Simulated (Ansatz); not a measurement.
BiPd (NiAs type)

```yaml
crystal:
  lattice:
    - [4.26711, 0.00000, 0.00000]
    - [-2.13355, 3.69542, 0.00000]
    - [0.00000, 0.00000, 5.74237]
  atoms:
    - { symbol: Bi, position: [0.33333, 0.66667, 0.25000] }
    - { symbol: Bi, position: [0.66667, 0.33333, 0.75000] }
    - { symbol: Pd, position: [0.00000, 0.00000, 0.50000] }
    - { symbol: Pd, position: [0.00000, 0.00000, 0.00000] }
```

The slice is a (1 -1 0 0) plane (indices of the conventional cell) through the point (0.000, 0.000, 0.500) (fractional), spanned by u = [110] and v = [001] in vectors of this cell: u (4.27 Å) and v (5.74 Å, at 90° to u). It covers one period; positions are fractions (u, v).

Method: r2SCAN (plane waves to 500 eV, PAW, scalar-relativistic; Ansatz, a first-principles code). k mesh 13×13×8. Near the nuclei the fields are pseudised (PAW); where an atom keeps semicore shells as valence, they peak there. BiPd is run without spin polarisation. BiPd was relaxed with its symmetry unable to fall. Spin-orbit coupling is left out, though Bi is heavy.

Three fields on this plane, each scaled to ten steps between its own extremes (0 low, 9 high; the total valence density on a logarithmic scale, the potential cut 8 eV below its top; x marks points blanked near nuclei; v = 0 in the bottom row):

Map A
```
|xxxxx068999999860xxxx|
|xxxxx278998899872xxxx|
|xxxx05788777788750xxx|
|xxx0478776556778740xx|
|013578875433457887531|
|667899864322346899876|
|888999864211246899988|
|667899864322346899876|
|013578875433457887531|
|xxx0478776556778740xx|
|xxxx05788777788750xxx|
|xxxxx278998899872xxxx|
|xxxxx068999999860xxxx|
|xxxxx068999999860xxxx|
|xxxxx068999999860xxxx|
|xxxxx278998899872xxxx|
|xxxx05788777788750xxx|
|xxx0478776556778740xx|
|013578875433457887531|
|667899864322346899876|
|888999864211246899988|
|667899864322346899876|
|013578875433457887531|
|xxx0478776556778740xx|
|xxxx05788777788750xxx|
|xxxxx278998899872xxxx|
|xxxxx068999999860xxxx|
|xxxxx068999999860xxxx|
```

Map B
```
|xxxxx952100001259xxxx|
|xxxxx842111111248xxxx|
|xxxx96422222222469xxx|
|xxx9643223333223469xx|
|997643333344333334679|
|555432233455433223455|
|444322234455443222344|
|655432233455433223455|
|997643333344333334679|
|xxx9643223333223469xx|
|xxxx96422222222469xxx|
|xxxxx842111111248xxxx|
|xxxxx952100001259xxxx|
|xxxxx952100001259xxxx|
|xxxxx952100001259xxxx|
|xxxxx842111111248xxxx|
|xxxx96422222222469xxx|
|xxx9643223333223469xx|
|997643333344333334679|
|655432233455433223455|
|444322234455443222344|
|555432233455433223455|
|997643333344333334679|
|xxx9643223333223469xx|
|xxxx96422222222469xxx|
|xxxxx842111111248xxxx|
|xxxxx952100001259xxxx|
|xxxxx952100001259xxxx|
```

Map C
```
|xxxxx411110011114xxxx|
|xxxxx312333333213xxxx|
|xxxx41235566553214xxx|
|xxx4113577887753114xx|
|431012578899887521013|
|000124678999987642100|
|000135788999988753100|
|000124678999987642100|
|431012578899887521013|
|xxx4113577887753114xx|
|xxxx41235566553214xxx|
|xxxxx312333333213xxxx|
|xxxxx411110011114xxxx|
|xxxxx511100001115xxxx|
|xxxxx411110011114xxxx|
|xxxxx312333333213xxxx|
|xxxx41235566553214xxx|
|xxx4113577887753114xx|
|431012578899887521013|
|000124678999987642100|
|000135788999988753100|
|000124678999987642100|
|431012578899887521013|
|xxx4113577887753114xx|
|xxxx41235566553214xxx|
|xxxxx312333333213xxxx|
|xxxxx411110011114xxxx|
|xxxxx511100001115xxxx|
```

Question: Assign the maps to these fields: electron localisation function (ELF); valence electron density; electrostatic potential energy of an electron, from the cell's mean.

Answer: A is the electrostatic potential energy of an electron, from the cell's mean; B is the valence electron density; C is the electron localisation function (ELF).
